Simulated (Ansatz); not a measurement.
Input and command of a plane-wave DFT calculation in Ansatz:

```yaml
crystal:
  lattice:
    - [-1.5604706012, 1.5604706012, 1.5604706012]
    - [1.5604706012, -1.5604706012, 1.5604706012]
    - [1.5604706012, 1.5604706012, -1.5604706012]
  atoms:
    - { symbol: Pt, position: [0.0, 0.0, 0.0] }
basis:
  ecutwfc: 420
kpoints:
  mp_grid: { grid: [26, 26, 26] }
hamiltonian:
  xc: pbesol
scf:
  occupations: { method: gaussian, width: 0.15 }
output:
  forces: true
  stress: true
  eigenvalues: true
  write_density: true
  write_potential: true
  elf: true
  volumetric_format: npy
```

```bash
ansatz run input.yaml --threads 1 --pin off --max-ram 2560MiB --backend cpu --events-out ev --progress --plain --runs-dir out
```

Processor: Arm Neoverse V1, 1 thread, on a host shared with other jobs.

Q: Estimate time, memory and problem size.

A: About 7.4 s on 1 thread of Arm Neoverse V1 (shared host), peak memory 0.37 GiB. It solves 13 bands at 511 k points (the mesh reduced by the symmetry that the task leaves, which can be less than the crystal's) with about 321 plane waves, in 6 SCF iterations.
